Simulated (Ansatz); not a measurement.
Total density of states per atom from the program Ansatz at the r²SCAN level (PAW), in 0.25 eV bins, energy from the Fermi level:

(E (eV), states/eV/atom): (-7.85, 0.30); (-7.60, 0.21); (-7.35, 0.20); (-7.10, 0.28); (-6.85, 0.28); (-6.60, 0.24); (-6.35, 0.22); (-6.10, 0.19); (-5.85, 0.10); (-5.60, 0.08); (-5.35, 0.09); (-5.10, 0.20); (-4.85, 0.32); (-4.60, 0.42); (-4.35, 0.50); (-4.10, 0.69); (-3.85, 0.56); (-3.60, 0.43); (-3.35, 0.96); (-3.10, 0.69); (-2.85, 0.83); (-2.60, 0.31); (-2.35, 0.69); (-2.10, 1.26); (-1.85, 1.72); (-1.60, 1.14); (-1.35, 1.03); (-1.10, 0.88); (-0.85, 0.50); (-0.60, 0.40); (-0.35, 0.33); (-0.10, 0.35); (0.15, 0.37); (0.40, 0.29); (0.65, 0.27); (0.90, 0.26); (1.15, 0.45); (1.40, 0.50); (1.65, 0.54); (1.90, 0.84); (2.15, 0.88); (2.40, 1.16); (2.65, 1.59); (2.90, 2.01); (3.15, 3.06)

Which compound is it?
(A) LiCoAs, P4/nmm (Li on 2c, Co on 2a, As on 2c)
(B) LaCoSi3, I4mm (La on 2a, Co on 2a, Si on 2a, Si on 4b)
(C) La3In, Cu3Au type
(D) LaIr2, cubic Laves (MgCu2 type)

B, LaCoSi3, I4mm (La on 2a, Co on 2a, Si on 2a, Si on 4b). Within 0.5 eV of the Fermi level: Si 3p 35 %, Co 3d 30 %, La 5d 13 %, Si 3s 7 %, La 4f 6 %, outside the projected shells 6 %. Projections are on Löwdin-orthogonalised atomic valence shells; empty p or d shells of many metals are not among them.

The first step of the workflow began from a Materials Project structure, measured or hypothetical; the Crystallography Open Database copy checked does not list it. Its standing as an ambient phase is unchecked. The r²SCAN relaxation kept the symmetry of its start; whether a distortion lowers the energy is not shown. No spin polarisation was allowed. Scalar-relativistic: spin–orbit coupling is off unless named, which matters more the heavier the elements.

Potentials: the later of the program's two PAW sets.
